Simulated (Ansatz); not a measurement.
System: GaN (zinc blende type), 2 atoms in the cell.

These are results of r²SCAN, plane waves, PAW datasets (earlier set, tuned by hand) (Ansatz), not measurements.

Cutoff 1300 eV; k-mesh 6×6×6 Γ-centred; Fermi–Dirac smearing of 0.02 eV; no spin polarisation.

```
CELL_PARAMETERS angstrom
0.00000 2.27500 2.27500
2.27500 0.00000 2.27500
2.27500 2.27500 0.00000
ATOMIC_POSITIONS crystal
Ga 0.00000 0.00000 0.00000
N 0.25000 0.25000 0.25000
```

Task: Is the cell under compression or tension, and by how much?

Result: The pressure is -6.19 GPa, so at these settings the cell is stretched and would shrink.

The stress includes the program's correction for the finite plane-wave basis.

This cubic structure is a model: it isn't the usual form of the substance at ambient conditions, and such phases are metastable or hypothetical.
